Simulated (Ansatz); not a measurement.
A trial cell of Si2B2W, before relaxation:

```
Si B W
1.0
     3.58983    0.00000    0.00000
     0.00000    3.58983    0.00000
     0.00000    0.00000    4.22408
Si B W
2 2 1
Direct
  0.50000 0.50000 0.31508
  0.00000 0.00000 0.14250
  0.50000 0.00000 0.89487
  0.00000 0.50000 0.89487
  0.00000 0.00000 0.69011
```

Level of theory: Ansatz, DFT PBE, scalar-relativistic, plane waves, PAW. Cutoff 420 eV, Gaussian smearing, Γ-centred meshes. Cell and atoms relax first on a coarse mesh and then on a finer one. In between, the cell is made exact in the group found at 0.06 Å. In metals the finer mesh still leaves noise of several meV/atom or more. The steps can't lower the symmetry of their start. No spin polarisation.

A guess keeps its type if space group and coordination stay and the shape of the cell changes little (axis ratios within about 15 %, angles within 6°); the volume may change.

Task: Does it keep its structure type, or change into something else?

Result: It doesn't keep its type. The symmetry stays P4mm (No. 99). The volume per atom grows by 5.6 %, from 10.9 to 11.5 Å³. The shortest distance goes from 1.91 Å (Si–W) to 2.17 Å (B–B). The ratio c/a of the conventional cell changes by a factor of 1.68. Counting neighbours within 15 % of an atom's shortest distance, the start has B 4, Si 5/8, W 5 and the end B 8, Si 4/8, W 8. In detail, at the end Si on its first site has 4 W at 2.52 Å and 4 Si at 2.67 Å; B has 4 B at 2.17 Å, 2 Si at 2.18 Å and 2 W at 2.30 Å; W is surrounded by 4 B at 2.30 Å, 4 Si at 2.52 Å and 1 Si at 2.83 Å; 1 more site not described.

```cif
data_structure
_symmetry_space_group_name_H-M 'P4mm'
_symmetry_Int_Tables_number 99
_cell_length_a 3.0721
_cell_length_b 3.0721
_cell_length_c 6.0887
_cell_angle_alpha 90.000
_cell_angle_beta 90.000
_cell_angle_gamma 90.000
_cell_volume 57.46
loop_
_atom_site_label
_atom_site_type_symbol
_atom_site_symmetry_multiplicity
_atom_site_Wyckoff_symbol
_atom_site_fract_x
_atom_site_fract_y
_atom_site_fract_z
_atom_site_occupancy
Si1 Si 1 b 0.50000 0.50000 0.40002 1
Si2 Si 1 a 0.00000 0.00000 0.14495 1
B1 B 2 c 0.50000 0.00000 0.89114 1
W1 W 1 a 0.00000 0.00000 0.61019 1
```

The zero of energy is the elements' standard structures at the same level; no fitted shifts are applied.

Task: At what energy does it end?

Result: +0.38 eV/atom. A positive value: parting into the elements would lower its energy.

The last run used a 12×12×6 mesh (in the run's order of axes) for its 5-atom cell and Gaussian smearing of 0.10 eV. These runs have no spin–orbit coupling, which can matter for W. Symmetry constrained the relaxation, so the result can be a saddle point.

In counts of neighbours, a slash parts the counts of unlike sites.
